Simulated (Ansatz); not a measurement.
Input file for Ansatz (an electronic-structure program):

Ansatz 0.2 input:
```yaml
crystal:
  lattice:
    - [-2.9313295688, 2.9313295688, 1.6048582734]
    - [2.9313295688, -2.9313295688, 1.6048582734]
    - [2.9313295688, 2.9313295688, -1.6048582734]
  atoms:
    - { symbol: In, position: [0.75, 0.25, 0.5] }
    - { symbol: Sb, position: [0.0, 0.0, 0.0] }
kpoints:
  mp_grid: { grid: [14, 14, 14] }
hamiltonian:
  xc: r2scan
  pseudopotentials: { kind: paw }
scf:
  occupations: { method: gaussian, width: 0.05 }
checkpoint: { read: metal.run }
output: { write_density: true, elf: true, volumetric_format: npy }
basis: { fft_grid_basis: typed }
```

Output (shortened):

```
Pseudopotential: In, paw, valence charge 13
Pseudopotential: Sb, paw, valence charge 15
Functional definition: r2SCAN
Crystal: 2 atoms, lattice volume = 55.160 Å³
Basis set: ecut = 500 eV, 1389 PW (Γ), exchange–correlation on 144×144×144 points (64 copies of the dense FFT grid, shifted against one another)
Bands: 22, of which v1, the nominal top of the filled ones, is band 14 counted from 1 (13 counted from 0)
Symmetry: 8 space group operations
Space group: I-4m2 (ITA 119), of the structure as read, at distance tolerance 3.8e-5 Å
k-points: 244 of 2744 (time reversal used)
Stability of the state it starts from, as read at its close in the unpolarized treatment …
iter 1 solved again at ethr=1.94e-7 eV; its pass at ethr=3.10e-3 eV (dr2=5.43e-5 eV) is discarded
SCF iter   1: F=—  HF=-12111.016122 eV  |F-HF|=—  |Δ(HF+E_count)|=         —  Δρ=1.32e-6  dr2=4.77e-10  dr2_τ=4.34e-11  ethr=1.94e-7  ⟨swp⟩=3.0  Hψ=43917  notcnv=0
preconditioner: auto → Kerker (q_TF=auto, 2.437 Å⁻¹)
SCF iter   2: F=-12111.016122 eV  HF=-12111.016122 eV  |F-HF|=1.11e-10  |Δ(HF+E_count)|=   9.72e-8  Δρ=6.63e-7  dr2=1.21e-10  dr2_τ=4.30e-11  ethr=1.70e-12  ⟨swp⟩=7.5  Hψ=26315  notcnv=0
SCF 1 converged in 2 iterations: F = -12111.016122 eV  dr2 = 1.21e-10
SCF converged after 2 iterations
Free energy (F): -12111.016122 eV
Harris-Foulkes:  -12111.016122 eV  (|F-HF|=1.11e-10)
Internal energy: -12111.014641 eV  (E = F + TS)
E sigma→0 (E₀):  -12111.015382 eV
Entropy (-TS):   -0.001481 eV (-0.740 meV/atom)
Fermi energy:    10.183722 eV
--- Per-component energies (eV) ---
  E_band       = -203.206219
  E_kinetic    = 447.901158
  E_local      = -2630.981274  (includes V_loc(G=0)·N_el)
  E_nonlocal   = 730.140146
  E_hartree    = 1131.066685
  E_xc         = -328.423825
  E_vxc        = -209.593645  (∫ρ·V_xc dr)
  E_paw        = -8784.805963  (= ΣΔE_a)
  E_vpaw       = -817.162090  (= ΣTr[D̂ρ^β])
  E_aug_tail   = 0.000007  (compensation charges beyond the density's cutoff)
  E_vtau       = 14.356690  (kinetic-family band-sum trace: ∫τ·v_τ [+ j·A + Jᵃ·Aᵃ] dr)
  E_ewald      = -2677.383159
  E_core_change = 1.471583  (= ΣΔE_core)
  E_smearing   = -0.001481  (= −TS)
  E_closure    =  0.000000  (closes the sum)
  Σ components = -12111.016122   (vs F -12111.016122, Δ=0.00e0)
  [band-id]    e_kinetic+e_local+e_nonlocal+2·e_hartree+e_vxc+e_vpaw+e_augmentation_tail+e_vtau = -203.205636   (vs E_band -203.206219, Δ=5.82e-4)
--- Band table (eV; the first three rows and the last of 244) ---
  k-point 0: bands = ["-19.6426", "-19.5417", "-19.5417", "-19.5309", "-19.5220", "-5.2828", "-5.0305", "-5.0272", "-4.9350", "-4.9350", "-1.7911", "6.9885", "7.9118", "7.9118", "13.7877", "15.1060", "17.0444", "17.0444", "19.1629", "20.2071", "20.9694", "21.9008"]
  k-point 1: bands = ["-19.6425", "-19.5417", "-19.5416", "-19.5309", "-19.5218", "-5.2821", "-5.0327", "-5.0260", "-4.9352", "-4.9342", "-1.7522", "6.3882", "7.9651", "8.4531", "13.9679", "15.0505", "16.6239", "16.8003", "19.3373", "20.1302", "21.0392", "21.7171"]
  k-point 2: bands = ["-19.6425", "-19.5417", "-19.5414", "-19.5309", "-19.5212", "-5.2801", "-5.0387", "-5.0228", "-4.9357", "-4.9321", "-1.6373", "5.4816", "8.1229", "9.1916", "14.4664", "14.8659", "15.8318", "16.2472", "19.2927", "19.9493", "21.5109", "21.6056"]
  k-point 243: bands = ["-19.6423", "-19.5403", "-19.5403", "-19.5338", "-19.5145", "-5.2722", "-5.1892", "-4.9676", "-4.9245", "-4.9245", "0.4367", "4.5280", "5.2516", "5.2516", "14.0336", "16.2691", "19.8943", "19.8943", "23.8410", "23.8410", "24.0084", "24.0774"]
```

Cost: very roughly 50 core-seconds on shared cores.

The workflow started from a Materials Project entry (that database holds measured and hypothetical structures alike); the Crystallography Open Database copy checked does not list it. It is not the phase usual at ambient conditions (space group No. 216). The cell keeps a stress of up to 0.2 GPa. The cell was relaxed with r²SCAN under the symmetry of its start; whether a distortion lowers the energy is not shown. Scalar-relativistic: spin–orbit coupling is off unless named, which matters more the heavier the elements.

Potentials: the later of the program's two PAW sets.

Ansatz is a plane-wave DFT program.
